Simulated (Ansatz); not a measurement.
Ansatz (an electronic-structure program) input:

Ansatz 0.2 input:
```yaml
crystal:
  lattice:
    - [0.0, 2.8213257296, 2.8213257296]
    - [2.8213257296, 0.0, 2.8213257296]
    - [2.8213257296, 2.8213257296, 0.0]
  atoms:
    - { symbol: Ta, position: [0.0, 0.0, 0.0] }
    - { symbol: Zr, position: [0.5, 0.5, 0.5] }
kpoints:
  mp_grid: { grid: [26, 26, 26] }
hamiltonian:
  xc: r2scan
  pseudopotentials: { kind: paw }
scf:
  occupations: { method: fermi_dirac, width: 0.1 }
elastic: { mode: relaxed_ion, stencil: two_point, amplitude: 0.005, f_tol: 0.0005 }
```

Output (shortened):

```
Pseudopotential: Ta, paw, valence charge 13
Pseudopotential: Zr, paw, valence charge 12
Functional definition: r2SCAN
Crystal: 2 atoms, lattice volume = 44.915 Å³
Basis set: ecut = 500 eV, 1139 PW (Γ), exchange–correlation on 120×120×120 points (64 copies of the dense FFT grid, shifted against one another)
Bands: 17, of which v1, the nominal top of the filled ones, is band 13 counted from 1 (12 counted from 0)
Symmetry: 48 space group operations
Space group: Fm-3m (ITA 225), of the structure as read, at distance tolerance 3.6e-5 Å
k-points: 511 of 17576
the search or the solves at the SCF's close seem to have found levels that the self-consistency loop had missed (the run counts 2) …
SCF 1 converged in 11 iterations: F = -14136.898738 eV  dr2 = 1.02e-14
Crystal: 2 atoms, lattice volume = 44.915 Å³
SCF 2 converged in 2 iterations: F = -14136.898738 eV  dr2 = 3.89e-15
Crystal: 2 atoms, lattice volume = 44.690 Å³
Symmetry: 16 space group operations
k-points: 1330 of 17576
SCF 3 converged in 10 iterations: F = -14136.898013 eV  dr2 = 4.43e-14
Crystal: 2 atoms, lattice volume = 45.139 Å³
SCF 4 converged in 9 iterations: F = -14136.898341 eV  dr2 = 6.26e-14
Crystal: 2 atoms, lattice volume = 44.915 Å³
Symmetry: 8 space group operations
k-points: 2471 of 17576
SCF 5 converged in 17 iterations: F = -14136.899028 eV  dr2 = 5.70e-14
Crystal: 2 atoms, lattice volume = 44.915 Å³
SCF 6 converged in 8 iterations: F = -14136.899028 eV  dr2 = 1.47e-14
SCF converged after 2 iterations
Free energy (F): -14136.898738 eV
Harris-Foulkes:  -14136.898738 eV  (|F-HF|=1.27e-11)
Internal energy: -14136.792320 eV  (E = F + TS)
E sigma→0 (E₀):  -14136.845529 eV
Entropy (-TS):   -0.106418 eV (-53.209 meV/atom)
Fermi energy:    14.249657 eV
--- Per-component energies (eV) ---
  E_band       = -271.704026
  E_kinetic    = 699.313402
  E_local      = -1370.788352  (includes V_loc(G=0)·N_el)
  E_nonlocal   = 97.420670
  E_hartree    = 455.530343
  E_xc         = -358.199858
  E_vxc        = -431.297888  (∫ρ·V_xc dr)
  E_paw        = -11394.236043  (= ΣΔE_a)
  E_vpaw       = -201.537758  (= ΣTr[D̂ρ^β])
  E_aug_tail   = 0.000093  (compensation charges beyond the density's cutoff)
  E_vtau       = 24.125122  (kinetic-family band-sum trace: ∫τ·v_τ [+ j·A + Jᵃ·Aᵃ] dr)
  E_ewald      = -2264.911552
  E_core_change = -0.921022  (= ΣΔE_core)
  E_smearing   = -0.106418  (= −TS)
  E_closure    = 0.000000  (closes the sum)
  Σ components = -14136.898738   (vs F -14136.898738, Δ=0.00e0)
--- Forces (eV/Å), atoms counted from 1 ---
  atom   1  Ta     0.00000000     0.00000000     0.00000000
  atom   2  Zr     0.00000000     0.00000000     0.00000000
  max |Σ_I F_I| component: 0.0 eV/Å
--- Stress (GPa, compression-positive) ---
        0.114398       0.000000       0.000000
        0.000000       0.114398       0.000000
        0.000000       0.000000       0.114398
  P = ⅓ Tr σ = 0.1144 GPa (1.144 kbar)
--- Band table (eV; the first three rows and the last of 511) ---
  k-point 0: bands = ["-55.0729", "-35.3942", "-20.9974", "-20.9974", "-20.9974", "-12.7587", "-12.7587", "-12.7587", "7.8402", "11.9905", "11.9905", "12.4284", "12.4284", "12.4284", "20.6015", "20.6015", "20.6015"]
  k-point 1: bands = ["-55.0729", "-35.3941", "-20.9976", "-20.9973", "-20.9973", "-12.7615", "-12.7599", "-12.7599", "7.8732", "12.0118", "12.0118", "12.4217", "12.4502", "12.4502", "20.5481", "20.5683", "20.5683"]
  k-point 2: bands = ["-55.0728", "-35.3940", "-20.9984", "-20.9972", "-20.9972", "-12.7695", "-12.7634", "-12.7634", "7.9716", "12.0758", "12.0758", "12.4032", "12.5153", "12.5153", "20.3918", "20.4688", "20.4688"]
  k-point 510: bands = ["-55.0705", "-35.3861", "-21.0546", "-21.0492", "-20.9988", "-12.8648", "-12.8102", "-12.8050", "11.9511", "12.1644", "12.3534", "12.9591", "14.7790", "15.7062", "16.8933", "18.0125", "18.1744"]
--- Elastic constants: 2 strain directions × 2 members + reference (group order 48) ---
  dense FFT box of the reference and of every strained cell: 30×30×30
  strains applied: 11, 23; error gains: componentwise 1.00 (the most a stress slope's error grows in a printed constant), spectral 1.73 (1 for all six strains …
  C = ∂σ_k/∂η_j (tension-positive GPa; Voigt order 11 22 33 23 13 12):
       159.890     65.867     65.867      0.000      0.000      0.000
        65.867    159.890     65.867      0.000      0.000      0.000
        65.867     65.867    159.890      0.000      0.000      0.000
         0.000      0.000      0.000    -83.174      0.000      0.000
         0.000      0.000      0.000      0.000    -83.174      0.000
         0.000      0.000      0.000      0.000      0.000    -83.174
  reference stress σ⁰ (GPa):     -0.114     -0.114     -0.114      0.000      0.000      0.000
  moduli (Voigt/Reuss/Hill, GPa): K = 97.21/97.21/97.21   G = -31.10/772.29/370.60   E = 489.60   ν = -0.339
  mechanically stable: NO (min eigenvalue of sym C = -83.17 GPa)
  strain η (Voigt 11):  stress-route row diagonal C_11 = 159.89 GPa, energy-path curvature d²(F+E_count+ΔE)/dδ²/Ω₀ = 159.71 GPa
         δ    σ_11 (GPa)             F (eV)   n_scf  n_hpsi   n_pw
    -5.000e-3      -0.9225      -14136.8980132      10  513822   1158   relax 0 steps, max|allowed force component| 0.0 eV/Å
     5.000e-3       0.6764      -14136.8983412       9  457872   1167   relax 0 steps, max|allowed force component| 0.0 eV/Å
  strain η (Voigt 23):  stress-route row diagonal C_44 = -83.17 GPa, energy-path curvature d²(F+E_count+ΔE)/dδ²/Ω₀ = -83.13 GPa
         δ    σ_23 (GPa)             F (eV)   n_scf  n_hpsi   n_pw
    -5.000e-3       0.4159      -14136.8990282      17  1374553   1163   relax 0 steps, max|allowed force component| 0.0 eV/Å
     5.000e-3      -0.4159      -14136.8990282       8  801963   1163   relax 0 steps, max|allowed force component| 0.0 eV/Å
```

Cost: about 13 core-minutes (a rough figure) on shared cores.

The start of the workflow was typed in or built on a structure type; neither database checked (COD, Materials Project) lists it. Its standing as an ambient phase is unchecked. Symmetry was held in the r²SCAN relaxation. At this level the phase is mechanically unstable. The run is not spin-polarised. Its formation energy is positive at this level, so the cell may be metastable or incomplete. As this level gives no gap, shear constants depend on the k-mesh and smearing (Fermi–Dirac, 0.1 eV here). Spin–orbit coupling is left out wherever it is not named.

Potentials: the later of the program's two PAW sets.

Ansatz is a plane-wave DFT program.
